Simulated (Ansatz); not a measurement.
Input:

GaSb:
```
GaSb
1.0
    0.00000     2.87004     2.87004
    2.87004     0.00000     2.87004
    2.87004     2.87004     0.00000
Sb Ga
1 1
Direct
  0.00000   0.00000   0.00000
  0.50000   0.50000   0.50000
```

This is the r²SCAN-relaxed structure.

Question: All from r²SCAN (plane waves, PAW; program Ansatz), unless another level is named. Estimate the electronic character.

Answer: metallic (no gap).

Question: Predict the density of states at the Fermi level.

Answer: 0.50 states/eV per atom (mean over ±0.08 eV).

Question: And the formation energy from the elements (no fitted shifts)?

Answer: 0.061 eV/atom.

Question: Predict the gap with spin–orbit coupling.

Answer: none (metallic).

Space group Fm-3m (rock salt). The start of the workflow was typed in or built on a structure type; neither database checked (COD, Materials Project) lists it. It is not the phase usual at ambient conditions (space group No. 216). Symmetry was held in the r²SCAN relaxation; its stability against distortions is not shown here. The references are the lowest solids computed at this level, not always the standard phases. Spin–orbit coupling is left out wherever it is not named.

Potentials: the earlier of the program's two PAW sets.
